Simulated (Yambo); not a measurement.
**Bethe-Salpeter results for YOF**

```
YOF
1.0
    1.89785     1.09573     6.29663
   -1.89785     1.09573     6.29663
    0.00000    -2.19145     6.29663
O F Y
2 2 2
Direct
  0.62117   0.62117   0.62117
  0.37883   0.37883   0.37883
  0.13052   0.13052   0.13052
  0.86948   0.86948   0.86948
  0.74157   0.74157   0.74157
  0.25843   0.25843   0.25843
```

The geometry is that of Materials Project entry mp-3637, symmetrised and not relaxed again.

BSE in Yambo on PBEsol (pw.x of Quantum ESPRESSO, ONCV potentials, without SOC) bands: 6×6×6 mesh, 9 valence and 7 conduction bands, static screening with 53 bands and a 3 Ry block, scissor 2.22 eV, Tamm-Dancoff; field along x.

| state | energy (eV) | states within 2 meV | relative strength | class | main transitions |
|---|---|---|---|---|---|
| 1 | 6.04 | 1 | < 0.01 | dark | VB → CB (88 %) |
| 2 | 6.41 | 1 | < 0.01 | dark | VB → CB (96 %) |
| 3 | 6.45 | 2 | 0.01 | dark | several band pairs |
| 4 | 6.60 | 2 | 1.00 | dark | several band pairs |
| 5 | 6.70 | 2 | < 0.01 | dark | VB → CB (97 %) |
| 6 | 6.71 | 2 | 0.02 | dark | VB → CB (97 %) |
| 7 | 6.71 | 2 | < 0.01 | dark | VB → CB (64 %) |
| 8 | 6.74 | 1 | < 0.01 | dark | VB → CB (91 %) |
| 9 | 6.86 | 4 | < 0.01 | dark | VB → CB (100 %) |
| 10 | 6.90 | 2 | 0.45 | dark | VB → CB (77 %) |

These are vertical excitations (zero momentum); the indirect quasiparticle gap, about 7.15 eV, is smaller than the direct one (7.59 eV on the GW mesh). The direct quasiparticle gap on this mesh is 7.15 eV; counted from there, state 1 is bound by 1.11 eV. Convergence with the mesh was not shown.

Spin singlets only. Strengths are relative to the strongest of the lowest states of this run; strong means a line over 3 % of the spectrum's maximum, dark under 0.03 %. Absolute energies carry the error of the G0W0 scissor, whose convergence isn't established; the long-wavelength screening was taken along (1,1,1) although the crystal is anisotropic.
